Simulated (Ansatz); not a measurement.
**Calculated 17O NMR of the central transition for RbLiCO₃**

Cell: a measured structure from the Crystallography Open Database (COD), its atoms then relaxed with PBE in this cell.

Space group P2_1/c (No. 14); a = 6.8490, b = 7.1620, c = 7.7483 Å, β = 118.30°.

```csv
site,Wyckoff,site symmetry,x,y,z
Rb,4e,1,0.8312,0.6411,0.6671
Li,4e,1,0.4079,0.5711,0.8043
C,4e,1,0.3066,0.6686,0.0903
O13,4e,1,0.2705,0.5280,0.9732
O17,4e,1,0.1734,0.8081,0.0456
O21,4e,1,0.4869,0.6668,0.2606
```

One atom of each set is listed.

Method: Kohn–Sham DFT in Ansatz, PBE, plane waves and PAW, scalar-relativistic, 420 eV cutoff, Γ-centred 3×3×3 k-points, Fermi–Dirac smearing 0.02 eV.

17O has I = 5/2 and Q = -25.58 mb (Pyykkö 2018); at 14.1 T its Larmor frequency is ν₀ = 81.4 MHz. Only the quadrupole interaction is simulated: positions count from each site's isotropic chemical shift, and J coupling is left out, as are shift anisotropy and dipolar coupling, which fast spinning averages.

Q: Give C_Q, η, the quadrupolar product P_Q = |C_Q|(1 + η²/3)^½, the second-order isotropic shift and the breadth of the pattern (fast magic-angle spinning) for each O site.

A: 

| site | first shell | C_Q (MHz) | η | P_Q (MHz) | δ_QIS (ppm) | breadth (kHz) |
| --- | --- | --- | --- | --- | --- | --- |
| O13 | 1 C at 1.30 Å, 2 Li at 1.96–2.17 Å; also 2 Rb at 2.93–2.94 Å | -7.35 | 0.96 | 8.40 | -63.9 | 11.5 |
| O17 | 1 C at 1.28 Å, 1 Li at 2.07 Å, angle 86°; also 3 Rb at 2.89–3.00 Å | 7.07 | 0.95 | 8.06 | -58.9 | 10.6 |
| O21 | 1 C at 1.31 Å, 2 Li at 2.00–2.03 Å; also 3 Rb at 2.91–3.33 Å | -7.12 | 0.84 | 7.91 | -56.6 | 10.4 |

δ_QIS = −(ν_Q²/30ν₀²)[I(I+1) − 3/4](1 + η²/3) × 10⁶ ppm with ν_Q = 3|C_Q|/[2I(2I−1)]; it falls as 1/B₀² in ppm, and the breadth as 1/B₀ in kHz.
